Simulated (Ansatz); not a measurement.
The elements of this relaxed crystal are hidden behind letters.

```
lattice vectors (Å)
   6.3676    0.0000    0.0000
  -3.1838    5.5145    0.0000
   0.0000    0.0000    5.1065
fractional positions
X 0.3343 0.1671 0.7500
X 0.8329 0.1671 0.7500
X 0.8329 0.6657 0.7500
X 0.6657 0.8329 0.2500
X 0.1671 0.8329 0.2500
X 0.1671 0.3343 0.2500
Z 0.6667 0.3333 0.2500
Z 0.3333 0.6667 0.7500
```

The calculation used DFT PBE, scalar-relativistic, plane waves, PAW in Ansatz 0.2.0. Plane waves to 420 eV, a 6×6×8 mesh through Γ for the 8-atom cell and 0.10 eV Gaussian smearing; no spin polarisation.

- Space group: P6_3/mmc (No. 194)
- Conventional cell: a = 6.368 Å, c = 5.107 Å
- Volume per atom: 22.41 Å³
- Density: 4.86 g/cm³
- Energy over the elements: −0.42 eV/atom
- Gap on the 6×6×8 mesh of the 8-atom cell: 0 eV (a metal)

Energies are uncorrected and count from the elements' standard states at the same level.

Q: X is a d-block element of period 4 and Z is a p-block element of period 5. Which elements are they?

A: X = Sc, Z = Te, so the formula is Sc3Te, here in the Ni3Sn (D0_19) type. Density times volume gives a mean mass of 4.86 × 22.41/1.6605 = 65.6 u per atom, and this set has 65.6 u. Sc is surrounded by 4 Te at 3.14–3.18 Å and 8 Sc at 3.15–3.19 Å; Te has 12 Sc at 3.14–3.18 Å. Other sets within the hints have nearly the same mass, so mass alone doesn't settle it; this one was computed.

Spin–orbit coupling, which can matter for Te, is left out. A later test with randomly moved atoms came back to the same energy, though modes that don't fit the test's cell weren't probed.
